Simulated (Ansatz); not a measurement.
Here is the system:

Relaxed Ca (fcc, Cu type):

```
CELL_PARAMETERS angstrom
      0.00000     5.56846     5.56846
      2.78423     2.78423     5.56846
      2.78423     2.78423     0.00000
ATOMIC_POSITIONS crystal
  Ca 0.00000 0.00000 0.00000
  Ca 0.50000 0.00000 0.00000
```

The atoms are displaced by Q × the pattern below (from a DFPT mode at X = (0.5, 0.5, 0.0), largest move 1; Q in Å), at fixed cell. It is one choice among 2 degenerate patterns. (q is in reciprocal vectors of the primitive cell; the cell shown is doubled to hold the pattern.)

```csv
atom,x,y,z
Ca1,0.000,1.000,0.000
Ca2,0.000,-1.000,0.000
```

Calculation: r2SCAN (plane waves to 500 eV, PAW, scalar-relativistic; Ansatz, a quantum-chemistry and plane-wave program). k mesh 14×14×14 (Γ-centred), Fermi-Dirac smearing 0.05 eV. Energies are smeared free energies. With partly filled bands, energies and forces of such displacements shift with the k mesh and the smearing. Ca was relaxed with its symmetry unable to fall. ΔE is measured from the undisplaced structure.

The scan covers Q from -0.100 to 0.100 Å in 13 points.

Which space group does the distorted structure have?

Cmcm (No. 63), lowered from Fm-3m.

Is this a single well or a double well?

A single well with its minimum at or next to zero displacement.

What is the energy change at Q = 0.100 Å?

25.4 meV/cell.

What harmonic wavenumber does the curvature at Q = 0 give?

131 cm⁻¹.

(A displaced cell: forces are minus the slopes of the energy, force constants its curvatures, and phonons follow from these.)
